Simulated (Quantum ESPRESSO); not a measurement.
Al3MgN3O, a curve over strain

A calculation, not a measurement. The program is pw.x of Quantum ESPRESSO 7.5 (plane-wave density functional theory). The cell is made up: 8 atoms on a rocksalt lattice, with randomly drawn elements, strain and displacements, not relaxed. PseudoDojo standard norm-conserving files (v0.5 for PBE, v0.4.1 for LDA and PBEsol) set the functional; there is no spin polarisation, spin-orbit coupling or dispersion term, and the masses in the input are unused placeholders.

Seven runs add a strain to one cell (the same linear strain along x, y and z); the atoms follow the cell and are not relaxed. Stress in the table is positive in tension.

Input of the run at +0.0009:

```
&control calculation='scf', pseudo_dir='./dojo.nc.sr.pbe.v0_5.standard.upf', outdir='./o', disk_io='low', tprnfor=.true., tstress=.true. /
&system ibrav=0, nat=8, ntyp=4, nbnd=26, ecutwfc=84.00895049, nosym=.true., tot_charge=0,
 occupations='smearing', smearing='fd', degauss=0.0018374661
/
&electrons conv_thr=7.350e-09, electron_maxstep=60, /
ATOMIC_SPECIES
Al 1.0 Al.upf
Mg 1.0 Mg.upf
N 1.0 N.upf
O 1.0 O.upf
CELL_PARAMETERS angstrom
4.2079 0.0475 -0.0341
0.0475 4.2072 -0.0655
-0.0341 -0.0655 4.1634
ATOMIC_POSITIONS angstrom
Al 0.0058 -0.0056 -0.0107
Al -0.0142 2.0449 2.0818
Al 2.1271 -0.0032 2.0066
Mg 2.1638 2.0994 -0.0738
N 2.1183 -0.0097 -0.0142
N 2.0927 2.1202 2.01
O 4.1998 0.005 2.0345
N 4.2204 2.1699 -0.0416
K_POINTS automatic
4 4 4 1 1 1
```

| added strain | free energy less that of the input shown (eV) | stress xx (GPa) | stress yy (GPa) | stress zz (GPa) | stress xy (GPa) | pressure (GPa) | next band up at Gamma (eV) | iterations |
| --- | --- | --- | --- | --- | --- | --- | --- | --- |
| -0.0204 | -0.0790 | -3.04 | -3.01 | -6.28 | 5.65 | 4.11 | 2.267 | 11 |
| -0.0125 | -0.0942 | 2.10 | 2.13 | -0.73 | 5.46 | -1.17 | 2.026 | 11 |
| -0.0080 | -0.0789 | 4.81 | 4.83 | 2.18 | 5.35 | -3.94 | 1.892 | 11 |
| -0.0053 | -0.0614 | 6.34 | 6.36 | 3.84 | 5.29 | -5.52 | 1.814 | 11 |
| +0.0009 | 0.0000 | 9.67 | 9.68 | 7.43 | 5.15 | -8.93 | 1.636 | 11 |
| +0.0209 | 0.3861 | 18.56 | 18.58 | 17.08 | 4.72 | -18.07 | 1.096 | 12 |

Question: one run is left out of the table, at -0.0151. Estimate its stress xx (GPa).

Answer: 0.47. The whole row:

| added strain | free energy less that of the input shown (eV) | stress xx (GPa) | stress yy (GPa) | stress zz (GPa) | stress xy (GPa) | pressure (GPa) | next band up at Gamma (eV) | iterations |
| --- | --- | --- | --- | --- | --- | --- | --- | --- |
| -0.0151 | -0.0952 | 0.47 | 0.50 | -2.49 | 5.52 | 0.51 | 2.105 | 11 |

A cubic fit gives a slope of stress xx against the added strain of 519 GPa at zero added strain, with the atoms clamped. Across the table the free energy follows the integral of the stress to within 1.2 meV. A rerun of one of the cells at 1437 eV and a 6 x 6 x 6 mesh moved values by no more than 0.004 eV in energy, 0.02 GPa in stress and 0.011 eV/Å in force. The band column is the level of band 21 at Gamma less that of band 20, whose number is half the electron count, rounded up; it comes from a band step after each run.